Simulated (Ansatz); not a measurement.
# Structure relaxation, NbRu

The start is a relaxed NbRu cell, doubled along one cell vector, shaken by Gaussian noise of σ = 0.08 Å a coordinate. A full variable-cell relaxation at zero pressure is run with PBEsol (plane waves to 420 eV, PAW, scalar-relativistic; Ansatz, a first-principles code). First-step values are on the input's coarse k-mesh.

Ansatz input (later rounds restart from its end on a renewed k-mesh):
Ansatz 0.2 input:
```yaml
crystal:
  lattice:
    - [0, 2.8187023081, 2.8187023081]
    - [2.8187023081, 0, 2.8187023081]
    - [5.6374046162, 5.6374046162, 0]
  atoms:
    - { symbol: Nb, position: [0.7682060836, 0.7482796675, 0.3639017591] }
    - { symbol: Nb, position: [0.7494753747, 0.7334768295, 0.8858695031] }
    - { symbol: Ru, position: [-0.0374184148, 0.0617344168, -0.015212993] }
    - { symbol: Ru, position: [-0.0065828118, -0.0113123886, 0.4863847713] }
basis: { ecutwfc: 420, ecutrho_ratio: 4, xc_grid: 2, fft_grid_basis: typed }
kpoints: { mp_grid: { grid: [10, 10, 5] } }
hamiltonian:
  xc: pbesol
  dispersion: none
  pseudopotentials: { kind: paw }
scf: { occupations: { method: fermi_dirac, width: 0.05 } }
relax: { f_tol: 0.01, max_steps: 100, cell: { stress_tol: 0.02 } }
output: { forces: true, stress: true }
```

Question: By how much does the energy per atom fall from start to end?

Answer: About 1.5 eV/atom.

Question: How does the volume per atom move from start to end?

Answer: -30.7 %, from 22.39 to 15.52 Å³/atom.

Question: Is the parent structure recovered?

Answer: It does not go back: it reaches Imma (No. 74), 1.48 eV/atom below the parent.

Question: Is the relaxed structure metallic? Give its gap.

Answer: Zero (metallic).

Question: Write out the relaxed structure.

Answer: 
Space group Imma (No. 74); a = 3.140 Å, b = 4.376 Å, c = 9.036 Å, α = 90.00°, β = 90.00°, γ = 90.00°

```json
[
 {"atom": "Nb", "site": "4e", "symmetry": "mm2", "x": "0.0000", "y": "0.2500", "z": "0.3737"},
 {"atom": "Ru", "site": "4e", "symmetry": "mm2", "x": "0.0000", "y": "0.7500", "z": "0.1130"}
]
```
(The calculation used a cell of 4 atoms; values per cell refer to that cell.)

Final values are on a 18×18×18 k-mesh of the relaxed cell. The start holds a very short contact (Nb–Ru 2.19 Å). No spin polarisation in the result.

The relaxed structure here is a generated cell of NbRu: the first start was made by placing the elements on the sites of a structure type, and the end was not matched to a known phase here, so it may be hypothetical.
